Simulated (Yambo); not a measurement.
Convergence of the G0W0 gap of PdCl2 monolayer

G0W0@PBEsol for a free-standing PdCl$_{2}$ monolayer (symmetry P2_1/c, slab cell 15.7 Å high) in Yambo. Reference settings: 4×4×1 Γ-centred k mesh, bands 9 to 160 and a 5 Ry block in the screening, 160 bands in G with the Bruneval-Gonze terminator, plasmon pole fitted at 27.2 eV, slab-truncated Coulomb interaction, stochastic integration of W near q = 0. The PBEsol gap Γ → (-0.5, 0) on this mesh is 0.95 eV; G0W0 gaps are taken between the same points.

```csv
change from the reference,"G0W0 gap Γ → (-0.5, 0) (eV)",shift of the valence edge (eV),rough Yambo cost
reference settings,2.90,-0.74,1
"70 bands in W, 70 bands in G",2.92,-0.60,about 1/2
70 bands in G,2.90,-0.66,–
83 bands in W,2.91,-0.68,within a factor of two
no stochastic integration of W,3.79,-1.21,–
2 Ry block,3.18,-0.87,within a factor of two
pole fitted at 15 eV,2.85,-0.70,–
2×4×1 mesh,2.88,-0.64,about 1/3
"70 bands in G, no terminator",2.93,-0.20,–
no terminator,2.94,-0.49,–
```

The reference isn't shown to be the converged limit. Costs are rough (shared machines), scaled to the same edge states, and given only for runs that recompute the screening. Without the stochastic integration, the mesh misses the sharp change of W near q = 0 in a layer: the 0.89 eV of that row are a sampling artefact.

Spin-orbit splittings are left out.

Geometry relaxed with PBEsol; primitive cell a = 6.367 Å, b = 3.961 Å, c = 15.700 Å, α = 90.00°, β = 90.00°, γ = 90.00°.

This is a model layer cut from the bulk structure; whether it is stable on its own was not checked.

A shift is the quasiparticle energy of the state minus its PBEsol energy.
